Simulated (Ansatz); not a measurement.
Data:

BaN2:
```
CELL_PARAMETERS angstrom
      3.57274     2.20151     0.00000
     -3.57274     2.20151     0.00000
     -1.85671     0.00000     7.04142
ATOMIC_POSITIONS crystal
  Ba 0.79456 0.79456 0.75000
  Ba 0.20544 0.20544 0.25000
  N  0.15026 0.55606 0.54511
  N  0.84974 0.44394 0.45489
  N  0.55606 0.15026 0.95489
  N  0.44394 0.84974 0.04511
```

This is the r²SCAN-relaxed structure.

Q: All from plane-wave PAW r²SCAN (Ansatz code), unless another level is named. Predict the electronic character.

A: metallic (no gap).

Q: And the formation energy from the elements (no fitted shifts)?

A: -0.65 eV/atom.

Q: Predict the density of states at the Fermi level.

A: 0.47 states/eV per atom (mean over ±0.08 eV).

Space group C2/c. The first step of the workflow began from a Materials Project structure, measured or hypothetical; the Crystallography Open Database copy checked does not list it. Its standing as an ambient phase is unchecked. Symmetry was held in the r²SCAN relaxation; its stability against distortions is not shown here. The references are the lowest solids computed at this level, not always the standard phases (solids in place of the gases). Spin–orbit coupling is left out wherever it is not named.

Potentials: the later of the program's two PAW sets.
